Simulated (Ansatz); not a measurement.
P (black-P type, space group Cmce)

```xyz
4
Lattice="1.6511 -5.3454 0.0000 1.6511 5.3454 0.0000 0.0000 0.0000 4.4666" Properties=species:S:1:pos:R:3 pbc="T T T"
P      1.6511     1.0594     2.6132
P      1.6511    -1.0594     1.8534
P      1.6511    -4.2861     4.0867
P      1.6511     4.2861     0.3799
```

Scan: atom 2 (P, nearest neighbour P at 2.213 Å; its periodic images, 3.3 Å or more away, move with it) is displaced along Cartesian z, direction (0.000, 0.000, 1.000) in Cartesian axes, by s. The other atoms stay.

Level of theory: r2SCAN+rVV10 (plane waves to 500 eV, PAW, scalar-relativistic; Ansatz, a first-principles code). k mesh 8×8×6 (Γ-centred), Fermi-Dirac smearing 0.05 eV. With partly filled bands, energies and forces of such displacements shift with the k mesh and the smearing. F∥ is the force on the atom along that direction. F⊥ is the part of the force across the line. P was relaxed with its symmetry unable to fall. The PAW data are Ansatz's earlier set. 

```
s (Å)   F∥ (eV/Å)  |F⊥| (eV/Å)
------  ---------  -----------
-0.440      7.043        0.240
-0.352      5.627        0.206
-0.264      4.181        0.156
-0.176      2.718        0.111
-0.088        [?]        0.060
0.000       0.003        0.004
0.088      -1.139        0.064
0.176      -2.092        0.145
0.264      -2.839        0.238
0.352         [?]        0.342
0.440         [?]        0.472
```

Q: Complete the blanks.

A: 
- -0.088, F∥ (eV/Å): 1.307
- 0.352, F∥ (eV/Å): -3.356
- 0.440, F∥ (eV/Å): -3.595

(For displaced atoms, the force is minus the slope of the energy, and its curvature is a force constant, which sets phonon frequencies.)
